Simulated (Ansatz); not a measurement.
GaCu₃:
```xyz
8
Lattice="5.1763 0.0000 0.0000 -2.5882 4.4828 0.0000 0.0000 0.0000 4.1913" Properties=species:S:1:pos:R:3 pbc="T T T"
Ga     0.0000     2.9885     3.1435
Ga     2.5882     1.4943     1.0478
Cu     0.0000     1.4817     1.0478
Cu     2.5882     3.0011     3.1435
Cu     3.8931     0.7409     3.1435
Cu    -1.3049     3.7419     1.0478
Cu     1.3049     3.7419     1.0478
Cu     1.2832     0.7409     3.1435
```

Relaxed with r²SCAN. Special points in fractions of this cell's reciprocal vectors: Γ (0.000, 0.000, 0.000); M (0.500, 0.000, 0.000); K (0.333, 0.333, 0.000); A (0.000, 0.000, 0.500); L (0.500, 0.000, 0.500); H (0.333, 0.333, 0.500).

Problem. List the band energies nearest the Fermi level at these points for r²SCAN (plane waves, PAW; program Ansatz).

Solution. In eV from the Fermi level; about four levels below and three above (degenerate sets whole), none deeper than 8.9 eV; points with the same levels are listed once.

```json
[
 {"k": "Γ", "below": "-1.75 -1.31 -1.31 -0.97", "above": "0.04 0.04 1.70"},
 {"k": "M", "below": "-2.33 -2.23 -2.20 -1.27", "above": "0.97 1.02 1.85"},
 {"k": "K", "below": "-2.68 -2.68 -2.51 -2.51 -2.24", "above": "1.12 1.12 1.18"},
 {"k": "A", "below": "-1.37 -1.37 -1.37 -1.37 -1.02 -1.02", "above": "2.01 2.01 3.31 3.31 3.31 3.31"},
 {"k": "L", "below": "-0.92 -0.92 -0.61 -0.61", "above": "6.09 6.09 6.36 6.36"},
 {"k": "H", "below": "-2.28 -2.28 -2.06 -2.06", "above": "2.04 2.04 3.69 3.69"}
]
```

Space group P6_3/mmc. The workflow started from a Materials Project entry (that database holds measured and hypothetical structures alike); the Crystallography Open Database copy checked does not list it. With Ga and Cu taken as one species the cell has the higher symmetry P6_3/mmc, so it may be an ordered model of a mixed-site phase. Whether it is the stable phase at ambient conditions was not checked. Symmetry was held in the r²SCAN relaxation; its stability against distortions is not shown here. No spin polarisation was allowed. Spin–orbit coupling is left out wherever it is not named.

Potentials: the earlier of the program's two PAW sets.
